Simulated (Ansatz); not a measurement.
Phonons of RuSb2 (space group Pnnm) at Γ, X = (0.5, 0.0, 0.0), Y = (0.0, 0.5, 0.0), S = (0.5, 0.5, 0.0).

RuSb$_{2}$ (space group Pnnm)

```
RuSb2
1.0
    5.91729     0.00000     0.00000
    0.00000     6.62036     0.00000
    0.00000     0.00000     3.15824
Sb Ru
4 2
Direct
  0.18233   0.35748   0.00000
  0.81767   0.64252   0.00000
  0.68233   0.14252   0.50000
  0.31767   0.85748   0.50000
  0.00000   0.00000   0.00000
  0.50000   0.50000   0.50000
```

The numbers are results of LDA (plane waves to 420 eV, PAW, scalar-relativistic; Ansatz, an electronic-structure program), not measurements. DFPT wavenumbers on a 8×8×16 k mesh, in cm⁻¹ and rounded to 5; i marks imaginary ones, q is in fractions of the reciprocal vectors of the cell shown, and the three acoustic modes at Γ are left out. The program warned that its band solver left a few bands short of their tolerance. At this level the bands of RuSb2 touch or barely overlap; measurements give the solid a gap. RuSb2 is run without spin polarisation. RuSb2 was relaxed with its symmetry unable to fall. Spin-orbit coupling is left out, though Sb is heavy.

```csv
q,wavenumbers (cm⁻¹)
Γ,"90, 105, 110, 110, 120, 175, 175, 175, 185, 195, 200, 210, 225, 235, 255"
"X = (0.5, 0.0, 0.0)","75 (×2), 85 (×2), 105 (×2), 130 (×2), 140 (×2), 175 (×2), 195 (×2), 235 (×2), 265 (×2)"
"Y = (0.0, 0.5, 0.0)","55 (×2), 80 (×2), 110 (×2), 135 (×2), 140 (×2), 175 (×2), 195 (×2), 235 (×2), 255 (×2)"
"S = (0.5, 0.5, 0.0)","80 (×2), 95 (×2), 105 (×2), 105 (×2), 165 (×2), 175 (×2), 205 (×2), 230 (×2), 255 (×2)"
```

The structure shows no imaginary mode at these points (lowest 55 cm⁻¹ at Y = (0.0, 0.5, 0.0)); other wave vectors were not tested.

Highest mode: 265 cm⁻¹ at X = (0.5, 0.0, 0.0).
